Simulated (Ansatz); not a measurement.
The start is a generated cell, Si2Mo built in the AFLOW prototype AB2_hP6_194_c_ad (B8_2, as in InNi2). The structure is fully relaxed (lattice and positions, P = 0) with PBE (plane waves to 420 eV, PAW, scalar-relativistic; Ansatz, a program for electronic structure). The first steps use a coarse 6×6×5 k-mesh.

Input geometry:
```yaml
crystal:
  lattice:
    - [4.29164, 0.00000, 0.00000]
    - [-2.14582, 3.71667, 0.00000]
    - [0.00000, 0.00000, 5.25844]
  atoms:
    - { symbol: Mo, position: [0.33333, 0.66667, 0.25000] }
    - { symbol: Mo, position: [0.66667, 0.33333, 0.75000] }
    - { symbol: Si, position: [0.00000, 0.00000, 0.00000] }
    - { symbol: Si, position: [0.00000, 0.00000, 0.50000] }
    - { symbol: Si, position: [0.33333, 0.66667, 0.75000] }
    - { symbol: Si, position: [0.66667, 0.33333, 0.25000] }
```

Task: How large is the pressure on the unrelaxed cell, and of which sign?

Result: +4 GPa (positive: the cell is compressed).

Task: How does the volume change?

Result: +2.4 %, from 13.98 to 14.32 Å³/atom.

Task: How do the shortest distances between atoms change?

Result: The closest pairs of elements (up to four, under 3.6 Å), start → end: Mo–Si 2.48 → 2.49 Å; Si–Si 2.63 → 2.49 Å; Mo–Mo 3.61 → 3.58 Å.

Task: What band gap does the relaxed structure have at this level?

Result: No gap (metallic).

Task: Give the final cell and atomic positions.

Result: 
Space group P6₃/mmc (No. 194); a = b = 4.4587 Å, c = 4.9894 Å, α = β = 90.00°, γ = 120.00°

```csv
atom,site,symmetry,x,y,z
Mo,2c,-6m2,0.3333,0.6667,0.2500
Si,2a,-3m.,0.0000,0.0000,0.0000
Si,2d,-6m2,0.6667,0.3333,0.2500
```

The space group stays P6₃/mmc (No. 194) (the run could not lower it); the end is AFLOW prototype AB2_hP6_194_c_ad (B8_2, as in InNi2), with 6 atoms in the primitive cell. Final values are on a 12×12×9 k-mesh of the relaxed cell. No spin polarisation in the result.

The run could not lose the symmetry of its start: the end is stationary, and may be a saddle point rather than a minimum.

All atoms sit on sites fixed by symmetry, so only the cell could relax.

The relaxed structure here is a generated cell of Si2Mo: the first start was made by placing the elements on the sites of a structure type, and the end was not matched to a known phase here, so it may be hypothetical. Known forms of Si2Mo include space group No. 139.
